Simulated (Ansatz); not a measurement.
Simulated powder pattern, Cu Kα1, λ = 1.54056 Å (kinematic, ideal powder, no thermal factors, no anomalous dispersion; the 30 strongest lines at most, above 1 %, up to 2θ = 90°):

```json
[
 {"2θ (°)": "38.44", "d (Å)": "2.340", "I/Imax (%)": "100"},
 {"2θ (°)": "55.50", "d (Å)": "1.654", "I/Imax (%)": "17"},
 {"2θ (°)": "69.53", "d (Å)": "1.351", "I/Imax (%)": "33"},
 {"2θ (°)": "82.36", "d (Å)": "1.170", "I/Imax (%)": "11"}
]
```

The pattern belongs to a structure relaxed with DFT-PBE in the program Ansatz with PAW potentials.

Question: Pick the material that matches.
(A) Sr, fcc (Cu type)
(B) Sn, β-Sn type
(C) Nb, bcc (W type)
(D) Pd, fcc (Cu type)

Answer: C, Nb, bcc (W type)

Question: Give the lattice parameters.

Answer: a = 3.309 Å.

Space group Im-3m (bcc (W type)). Symmetry was held in the PBE relaxation. No spin polarisation was allowed.

Potentials: the later of the program's two PAW sets.
